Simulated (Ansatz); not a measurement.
SnSe:
```cif
data_Se4Sn4
_chemical_formula_sum 'Sn4 Se4'
_space_group_name_H-M_alt 'P 1'
_space_group_IT_number 1
_cell_length_a 8.18425
_cell_length_b 4.12618
_cell_length_c 6.09431
_cell_angle_alpha 90.000
_cell_angle_beta 90.000
_cell_angle_gamma 90.000
loop_
_space_group_symop_operation_xyz
  'x, y, z'
loop_
_atom_site_label
_atom_site_type_symbol
_atom_site_fract_x
_atom_site_fract_y
_atom_site_fract_z
_atom_site_occupancy
Sn1 Sn 0.60402 0.25000 0.68654 1
Sn2 Sn 0.10402 0.25000 0.81346 1
Sn3 Sn 0.39598 0.75000 0.31346 1
Sn4 Sn 0.89598 0.75000 0.18654 1
Se1 Se 0.66383 0.25000 0.13323 1
Se2 Se 0.16383 0.25000 0.36677 1
Se3 Se 0.33617 0.75000 0.86677 1
Se4 Se 0.83617 0.75000 0.63323 1
```

Relaxed with PBEsol (plane waves, PAW; program Ansatz). Indices refer to the conventional cell of Pnma, a = 8.1843 Å, b = 4.1262 Å, c = 6.0943 Å, α = β = γ = 90.00°.

**Question.** Simulate the powder diffraction pattern (Cu Kα, λ = 1.54184 Å; lines above 1 %) up to 2θ = 90°.

**Answer.** Simulated powder pattern, Cu Kα, λ = 1.54184 Å (kinematic, ideal powder, no thermal factors, no anomalous dispersion; the 30 strongest lines at most, above 1 %, up to 2θ = 90°):

| 2θ (°) | d (Å) | I/Imax (%) | hkl |
|---|---|---|---|
| 26.08 | 3.417 | 11 | (011) |
| 26.23 | 3.397 | 12 | (201) |
| 29.31 | 3.047 | 14 | (002) |
| 30.77 | 2.906 | 100 | (210) |
| 31.32 | 2.856 | 40 | (102) |
| 34.19 | 2.623 | 14 | (211) |
| 38.33 | 2.348 | 38 | (112) |
| 42.40 | 2.132 | 3.8 | (311) |
| 43.01 | 2.103 | 18 | (212) |
| 43.88 | 2.063 | 21 | (020) |
| 44.27 | 2.046 | 11 | (400) |
| 44.58 | 2.033 | 7.1 | (302) |
| 46.84 | 1.940 | 9.7 | (401) |
| 50.02 | 1.823 | 18 | (312) |
| 50.05 | 1.823 | 6.0 | (013) |
| 50.13 | 1.820 | 5.1 | (203) |
| 52.10 | 1.755 | 4.9 | (411) |
| 53.65 | 1.708 | 4.9 | (022) |
| 54.90 | 1.672 | 16 | (122) |
| 61.16 | 1.515 | 7.7 | (313) |
| 64.10 | 1.453 | 7.5 | (420) |
| 64.34 | 1.448 | 4.7 | (322) |
| 66.12 | 1.413 | 6.8 | (421) |
| 66.40 | 1.408 | 6.5 | (114) |
| 68.79 | 1.365 | 3.9 | (223) |
| 72.50 | 1.304 | 8.2 | (230) |
| 74.44 | 1.275 | 4.1 | (503) |
| 74.97 | 1.267 | 8.1 | (611) |
| 76.94 | 1.239 | 4.7 | (132) |
| 85.19 | 1.139 | 3.9 | (332) |

Symmetry was held in the PBEsol relaxation. The volume moved by 32 % from the start of the relaxation. Scalar-relativistic: spin–orbit coupling is off unless named, which matters more the heavier the elements.

Potentials: the later of the program's two PAW sets.
